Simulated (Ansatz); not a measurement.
CsH (rock salt, space group No. 225), r²SCAN in the plane-wave PAW code Ansatz. The conduction-band minimum lies at L, with 4 equivalent valleys. Second derivatives d²E/dk² of the lowest band at one valley (eV·Å²), along Cartesian directions:

```
direction  d²E/dk²
---------  -------
[100]        16.24
[010]        16.24
[001]        16.24
[110]        17.46
[101]        15.02
[011]        15.02
```

### Question
Find the principal effective masses, the density-of-states mass and the conductivity mass.

### Answer
Off-diagonal terms follow from H_xy = H[110] − (H_xx + H_yy)/2, and m*/mₑ = 7.620 eV·Å² over each eigenvalue: 0.41, 0.51, 0.51. One valley's DOS mass (m₁m₂m₃)^(1/3) = 0.47, conductivity mass 3/(Σ 1/mᵢ) = 0.47 mₑ.

### Question
What effective density of states Nc follows at 300 K for parabolic valleys?

### Answer
Nc = 2.509e19 × 4 × (0.47)^(3/2) ≈ 3.2e19 cm⁻³.

### Question
With the computed static dielectric constant 8.65 (mean of the diagonal), estimate a hydrogenic donor's binding energy and radius.

### Answer
E = 13.606 eV × 0.47/8.65² ≈ 85 meV; a = 0.529 Å × ε/m* ≈ 9.7 Å. Semilocal masses tend to be too small where the gap is.

### Question
With ε∞ = 2.86 and ω_LO = 699 cm⁻¹, what Fröhlich coupling constant follows?

### Answer
α = (1/ε∞ − 1/ε0) √(m* × 13.606 eV/ħω_LO) = 2.0.

Space group Fm-3m (rock salt). The first step of the workflow began from a Materials Project structure, measured or hypothetical; the Crystallography Open Database files this formula in space group No. 225, but the cells were not matched. Whether it is the stable phase at ambient conditions was not checked. The r²SCAN relaxation kept the symmetry of its start; phonons on a q-mesh show no instability. Spin–orbit coupling is left out wherever it is not named.

Potentials: the later of the program's two PAW sets.
